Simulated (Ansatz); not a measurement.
LiTlSe2 as one 4-atom ordering (P-4m2) on the zincblende lattice (r2SCAN geometry), in Ansatz:

```cif
data_structure
_symmetry_space_group_name_H-M 'P-4m2'
_symmetry_Int_Tables_number 115
_cell_length_a 4.2639
_cell_length_b 4.2639
_cell_length_c 5.9802
_cell_angle_alpha 90.000
_cell_angle_beta 90.000
_cell_angle_gamma 90.000
_cell_volume 108.73
loop_
_atom_site_label
_atom_site_type_symbol
_atom_site_symmetry_multiplicity
_atom_site_Wyckoff_symbol
_atom_site_fract_x
_atom_site_fract_y
_atom_site_fract_z
_atom_site_occupancy
Li1 Li 1 a 0.00000 0.00000 0.00000 1
Se1 Se 2 g 0.00000 0.50000 0.22921 1
Tl1 Tl 1 c 0.50000 0.50000 0.50000 1
```

G0W0@PBE with 408 empty bands, a screening cutoff of 140 eV and a 4×4×2 mesh (PAW, contour deformation) gives 0.907 eV over the mesh points, from a PBE gap of 0.435 eV; it sums over 432 bands with 387 plane waves in the screening and a wave cutoff of 420 eV. The G0W0 figures hold for the stated bands, cutoff and mesh and aren't extrapolated. Values at 0 K without nuclear motion; spin polarisation is off, and the phase may be a hypothetical one.

**Question.** Estimate the gap with empty bands 176, screening cutoff 80 eV.

**Answer.** 0.916 eV (+0.009 eV), from a Kohn-Sham gap of 0.435 eV.

**Question.** Another run gave a Kohn-Sham gap of 0.704 eV and a G0W0 gap of 1.165 eV, summing over 432 bands with 387 plane waves in the screening and a wave cutoff of 500 eV. What was changed?

**Answer.** Starting point r2SCAN, with them a wave cutoff of 500 eV. The Kohn-Sham gap has moved while bands and screening basis stay; the higher wave cutoff is that of a meta-GGA.

**Question.** Estimate the gap with potentials of the kind norm-conserving, with them a wave cutoff of 1170 eV.

**Answer.** 0.931 eV (+0.024 eV), from a Kohn-Sham gap of 0.426 eV.

**Question.** Estimate the gap with frequency model Godby-Needs pole.

**Answer.** 1.035 eV (+0.128 eV), from a Kohn-Sham gap of 0.435 eV.

Spin-orbit coupling is left out; in compounds of Pb, Bi, Tl or Hg it can lower a gap by up to about 1 eV, split its edges or invert the bands.

With a shallow d shell on the cation, G0W0 converges slowly in bands and cutoff, so these values are in doubt.
